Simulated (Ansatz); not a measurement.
Space group Immm (No. 71). a = 3.461 Å, b = 3.644 Å, c = 3.974 Å, α = 90.00°, β = 90.00°, γ = 90.00°
| atom | site | symmetry | x | y | z |
| --- | --- | --- | --- | --- | --- |
| Sn | 2a | mmm | 0.0000 | 0.0000 | 0.0000 |

Equation of state of this Sn structure (not necessarily the ground state), with shape and atoms relaxed at each volume where symmetry leaves them free. It has no gap at any of these volumes. These are results of DFT PBEsol+D3(BJ), scalar-relativistic, plane waves, PAW (Ansatz), not measurements.

Plane waves to 420 eV, a k mesh through Γ of 16×16×16 on the computed 1-atom cell and Gaussian smearing (0.10 eV); no spin polarisation.

```
V (Å³/atom) E − E(largest V) (meV/atom) P (GPa)
     22.052                        49.21    10.69
     22.804                         7.37     7.25
     23.556                       -19.54     4.36
     24.307                       -32.39     2.05
     25.059                       -37.02    -0.02
     25.811                       -32.85    -1.74
     26.563                       -21.19    -3.19
     27.565                         0.00    -4.46
```

Problem. Fit a third-order Birch–Murnaghan equation to E(V).

Solution. V0 = 25.00 Å³/atom, B0 = 58 GPa, B0' = 6.6.

This form isn't the element's structure at ambient conditions.

Cost: 8 runs of about 5.9 core-minutes in all, on Intel Xeon Platinum 8488C (Sapphire Rapids) (shared hosts).